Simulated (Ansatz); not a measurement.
Data:

HfO2 (tetragonal-ZrO2 type, space group P4_2/nmc)

```yaml
crystal:
  lattice:
    - [3.56753, 0.00000, 0.00000]
    - [0.00000, 3.56753, 0.00000]
    - [0.00000, 0.00000, 5.16669]
  atoms:
    - { symbol: Hf, position: [0.00000, 0.00000, 0.00000] }
    - { symbol: Hf, position: [0.50000, 0.50000, 0.50000] }
    - { symbol: O, position: [0.00000, 0.50000, 0.20010] }
    - { symbol: O, position: [0.00000, 0.50000, 0.70010] }
    - { symbol: O, position: [0.50000, 0.00000, 0.29990] }
    - { symbol: O, position: [0.50000, 0.00000, 0.79990] }
```

In each cell atom 5 (O, nearest neighbour Hf at 2.062 Å; its periodic images, 3.6 Å or more away, move with it) moves by s·(0.000, -0.865, 0.501) (towards the nearest neighbour), the rest being held.

Method: PBEsol (plane waves to 420 eV, PAW, scalar-relativistic; Ansatz, a quantum-chemistry and plane-wave program). k mesh 8×8×5 (Γ-centred), Fermi-Dirac smearing 0.05 eV. The energy includes the smearing's −TS. Left out: 2 of 11 points, with atoms too close for the PAW data. HfO2 is run without spin polarisation. HfO2 was relaxed with its symmetry unable to fall. Spin-orbit coupling is left out, though Hf is heavy. The PAW data are Ansatz's earlier set. This is a high-temperature form of HfO2. The zero of ΔE is the undisplaced structure.

The scan covers s from -0.410 to 0.246 Å in 9 points.

Task: Is the energy the same for displacements of ±0.246 Å, and if not, which side lies higher?

Result: Not even: the positive side lies higher at ±0.246 Å. With its periodic images moving along, the atom's site symmetry in this cell is mm2.

Task: What force acts on the atom along the line at s = -0.410 Å?

Result: 4.45 eV/Å.

Task: What is the energy change at s = 0.246 Å?

Result: 678 meV/cell.

Task: What is the force constant k = d²E/ds² of this move at s = 0?

Result: 17.2 eV/Å².

(A displaced cell: forces are minus the slopes of the energy, force constants its curvatures, and phonons follow from these.)
